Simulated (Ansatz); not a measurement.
Space group Pm-3m (No. 221). a = 4.527 Å, b = 4.527 Å, c = 4.527 Å, α = 90.00°, β = 90.00°, γ = 90.00°
```tsv
atom	site	symmetry	x	y	z
Zr	3d	4/mm.m	0.0000	0.0000	0.5000
Ti	1b	m-3m	0.5000	0.5000	0.5000
N	3c	4/mm.m	0.5000	0.5000	0.0000
N	1a	m-3m	0.0000	0.0000	0.0000
```

Equation of state of this Zr$_{3}$TiN$_{4}$ structure (not necessarily the ground state), with shape and atoms relaxed at each volume where symmetry leaves them free. It has no gap at any of these volumes. Level of theory: Ansatz 0.2.0, DFT PBE, scalar-relativistic, plane waves, PAW.

Cutoff 420 eV; k points 8×8×8 on the computed 8-atom cell (Γ-centred); Gaussian smearing, width 0.10 eV; no spin polarisation.

```
V (Å³/atom)  E − E(largest V) (meV/atom)  P (GPa)
     10.207                        87.47    42.25
     10.555                        10.45    29.04
     10.903                       -40.08    17.80
     11.251                       -68.00     8.21
     11.599                       -76.71     0.04
     11.947                       -68.98    -6.93
     12.295                       -47.23   -12.89
     12.759                         0.00   -19.47
```

Question: Fit a third-order Birch–Murnaghan equation, E = E0 + (9V0B0/16)·[(x − 1)³B0' + (x − 1)²(6 − 4x)] with x = (V0/V)^(2/3), to E(V).

Answer: V0 = 11.60 Å³/atom, B0 = 251 GPa, B0' = 4.3.

The cell was found from a structure generator's guess, not taken from experiment.
